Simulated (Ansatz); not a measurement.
ZnO2:
```cif
data_O8Zn4
_chemical_formula_sum 'Zn4 O8'
_space_group_name_H-M_alt 'P 1'
_space_group_IT_number 1
_cell_length_a 4.86893
_cell_length_b 4.86893
_cell_length_c 4.86893
_cell_angle_alpha 90.000
_cell_angle_beta 90.000
_cell_angle_gamma 90.000
loop_
_space_group_symop_operation_xyz
  'x, y, z'
loop_
_atom_site_label
_atom_site_type_symbol
_atom_site_fract_x
_atom_site_fract_y
_atom_site_fract_z
_atom_site_occupancy
Zn1 Zn 0.00000 0.50000 0.50000 1
Zn2 Zn 0.50000 0.50000 0.00000 1
Zn3 Zn 0.50000 0.00000 0.50000 1
Zn4 Zn 0.00000 0.00000 0.00000 1
O1 O 0.41248 0.08752 0.91248 1
O2 O 0.58752 0.91248 0.08752 1
O3 O 0.08752 0.91248 0.41248 1
O4 O 0.91248 0.08752 0.58752 1
O5 O 0.91248 0.41248 0.08752 1
O6 O 0.08752 0.58752 0.91248 1
O7 O 0.58752 0.58752 0.58752 1
O8 O 0.41248 0.41248 0.41248 1
```

Relaxed with PBEsol.

Question: Give the optical modes at the zone centre with their infrared activity from DFPT, the program Ansatz at the PBEsol level (PAW).

Answer: Transverse frequencies, without the LO–TO term; a row sums one degenerate level.

```tsv
ω (cm⁻¹)	degeneracy	IR ((D/Å)²/amu)	activity	symmetry
127	2	0.00	IR-inactive	Eu
127	3	0.51	IR	Tu
143	1	0.00	IR-inactive	Au
190	3	1.64	IR	Tu
261	3	57.56	IR	Tu
295	1	0.00	IR-inactive	Au
333	3	9.75	IR	Tu
357	2	0.00	IR-inactive	Eu
392	3	0.00	IR-inactive	Tg
411	2	0.00	IR-inactive	Eg
412	3	2.72	IR	Tu
458	3	0.00	IR-inactive	Tg
865	3	0.00	IR-inactive	Tg
868	1	0.00	IR-inactive	Ag
```

Question: How high does the top mode go among those that the LO–TO term moves?

Answer: 442 cm⁻¹ for q along x.

Space group Pa-3. The first step of the workflow began from a Materials Project structure, measured or hypothetical; the Crystallography Open Database copy checked does not list it. Its standing as an ambient phase is unchecked. Symmetry was held in the PBEsol relaxation; whether a distortion lowers the energy is not shown.

Potentials: the later of the program's two PAW sets.
